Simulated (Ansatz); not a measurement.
## Two-dimensional strain map in Ta

Level of theory: DFT PBEsol, scalar-relativistic, plane waves, PAW (Ansatz). The runs took a 420 eV cutoff, a Γ-centred 26×26×26 mesh and Gaussian smearing (0.15 eV). Spin–orbit coupling is left out, which can shift energies with elements as heavy as these. No spin polarisation. Energies are free energies at this smearing, counted from the undisturbed cell; pressure is positive in compression.

The starting cell (relaxed at this level; with this scan's settings it stands at 0.3 GPa):

```yaml
crystal:
  lattice:
    - [-1.64026, 1.64026, 1.64026]
    - [1.64026, -1.64026, 1.64026]
    - [1.64026, 1.64026, -1.64026]
  atoms:
    - { symbol: Ta, position: [0.00000, 0.00000, 0.00000] }
```

The cell is strained by p along both x and y and by q along z, fractional coordinates fixed. Points are written (p, q).

Energy above the undisturbed cell in meV/atom (a dash: not computed):

```
 p \ q  -0.080  -0.040  0.000  0.040  0.080
-0.080   832.0   571.7  396.0  285.1  224.0
-0.040   356.6   187.1   90.6   51.8   57.9
 0.000   116.9    28.6    0.0   22.4   84.1
 0.040    52.2    38.3   70.9  145.2  253.1
 0.080   118.7   168.5  259.6  380.3  527.1
```

Pressure in GPa:

```
 p \ q  -0.080  -0.040  0.000  0.040  0.080
-0.080    83.0    63.8   48.3   35.6   25.0
-0.040    46.9    32.1   20.1   10.4    2.4
 0.000    20.9     9.5    0.3   -7.2  -13.2
 0.040     2.5    -6.6  -13.7  -19.4  -23.8
 0.080   -10.5   -17.8  -23.3  -27.5  -30.7
```